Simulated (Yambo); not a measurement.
AgCl (space group P2_1/m, No. 11), G0W0@PBEsol in Yambo with this input:

```
rim_cut
gw0
dyson
el_el_corr
HF_and_locXC
ppa
em1d
RandQpts= 1000000
RandGvec= 1 Ry
EXXRLvcs= 82 Ry
VXCRLvcs= 328 Ry
Chimod= "HARTREE"
% BndsRnXp
 9 | 136 |
%
NGsBlkXp= 7 Ry
% LongDrXp
 1.0 | 1.0 | 1.0 |
%
PPAPntXp= 27.2114 eV
% GbndRnge
 1 | 136 |
%
GTermKind= "BG"
DysSolver= "n"
ExtendOut
```

On a 4×4×2 mesh, with wavefunctions cut at 82 Ry, the gap ((-0.5, 0, -0.5) → Γ) is 2.155 eV and the valence edge shifts by -0.932 eV.

Q: What happens with this change: 70 bands in W?

A: The gap rises by 0.138 eV, to 2.293 eV; the shift of the valence edge becomes -0.841 eV. Neither run is shown to be the converged limit.

Spin-orbit coupling is not included.

Geometry relaxed with PBEsol; primitive cell a = 3.847 Å, b = 3.842 Å, c = 5.414 Å, α = 90.00°, β = 97.28°, γ = 90.00°.

This is not the ordinary phase of the substance; no match was found in the copy of COD used, and its stability was not checked.

A shift is the quasiparticle energy of the state minus its PBEsol energy.
